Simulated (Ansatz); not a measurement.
# Zone-centre phonons of Ta4N5: input and output

All numbers below come from DFT LDA, scalar-relativistic, plane waves, PAW (Ansatz).

Launched with:
```bash
ansatz run input.yaml --threads 4 --pin off --max-ram 12288MiB --backend cpu --events-out ev --progress --plain --runs-dir out
```

Input (bare energies are in eV):
```yaml
crystal:
  lattice:
    - [-3.391879313, 3.391879313, 2.1152421016]
    - [3.391879313, -3.391879313, 2.1152421016]
    - [3.391879313, 3.391879313, -2.1152421016]
  atoms:
    - { symbol: Ta, position: [0.7846847702, 0.6049050536, 0.3895898238] }
    - { symbol: Ta, position: [0.3950949464, 0.7846847702, 0.1797797166] }
    - { symbol: Ta, position: [0.6049050536, 0.2153152298, 0.8202202834] }
    - { symbol: Ta, position: [0.2153152298, 0.3950949464, 0.6104101762] }
    - { symbol: "N", position: [0.5, 0.5, 0.0] }
    - { symbol: "N", position: [0.9079668579, 0.3063401452, 0.2143070032] }
    - { symbol: "N", position: [0.6936598548, 0.9079668579, 0.6016267127] }
    - { symbol: "N", position: [0.3063401452, 0.0920331421, 0.3983732873] }
    - { symbol: "N", position: [0.0920331421, 0.6936598548, 0.7856929968] }
basis:
  ecutwfc: 420
kpoints:
  mp_grid: { grid: [10, 10, 10] }
hamiltonian:
  xc: lda
scf:
  occupations: { method: fermi_dirac, width: 0.15 }
output:
  eigenvalues: true
phonons:
  method: dfpt
  eigenvectors: true
```

Results section of the output:
```
--- Phonons (Γ-DFPT): 8 representative perturbations + reference, on 282 of 1000 k-points (Σ response iterations 27) ---
  k mesh reduced under 2 symmetry operations, with k and −k counted as one. Each operation leaves every solved displacement unchanged or reverses it
  ASR residual: 3.763e-4 → 0.000e0 eV/Å²; symmetrization residual: 2.990e-6 eV/Å²
  ASR residual per site (eV/Å²): 3.76e-4 3.76e-4 3.76e-4 3.76e-4 6.92e-5 5.43e-5 5.43e-5 5.43e-5 5.43e-5
  Γ frequencies (cm⁻¹): 0.00 0.00 0.00 114.33 130.49 130.49 147.31 147.31 148.75 171.25 178.38 212.71 390.25 441.78 454.57 454.57 496.80 578.87 578.87 588.09 589.07 592.63 592.63 607.51 653.90 715.71 715.71
  non-analytic LO–TO correction: not included (Born effective charges unavailable; polar crystals: no LO–TO splitting at Γ)
```

It took 11 min on 4 threads of Intel(R) Xeon(R) Processor @ 2.50GHz (Skylake/Cascade Lake), with other jobs on the host, peak memory 4 GiB.

In a metal, frequencies and elastic constants depend on the k mesh and the smearing, soft modes and shear constants most. Spin–orbit coupling is left out, which can shift energies with elements as heavy as these.